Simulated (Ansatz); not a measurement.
Given:

InSb:
```
InSb
1.0
    4.62195     0.00000     0.00000
   -2.31098     4.00273     0.00000
    0.00000     0.00000     7.58664
In Sb
2 2
Cartesian
  2.31098   1.33424   7.58533
  0.00000   2.66849   3.79201
  2.31098   1.33424   4.74448
  0.00000   2.66849   0.95116
```

This is the HSE06-relaxed structure.

All from DFT-HSE06 in the program Ansatz with PAW potentials, unless another level is named. Give the band gap.

0.31 eV (direct).

Predict the gap with spin–orbit coupling.

0.06 eV (at the special points and the edges found without it).

Next, the valence-band maximum?

at Γ.

Space group P6_3mc (wurtzite). The cell is a constructed one: a structure type filled with these elements; neither database checked (COD, Materials Project) lists it. It is not the phase usual at ambient conditions (space group No. 216). The HSE06 relaxation kept the symmetry of its start; whether a distortion lowers the energy is not shown. The hybrid was solved on a coarse mesh, the path and, where they were found, the r²SCAN edge points; its band edges are the extreme levels among these. Scalar-relativistic: spin–orbit coupling is off unless named, which matters more the heavier the elements.

Potentials: the later of the program's two PAW sets.
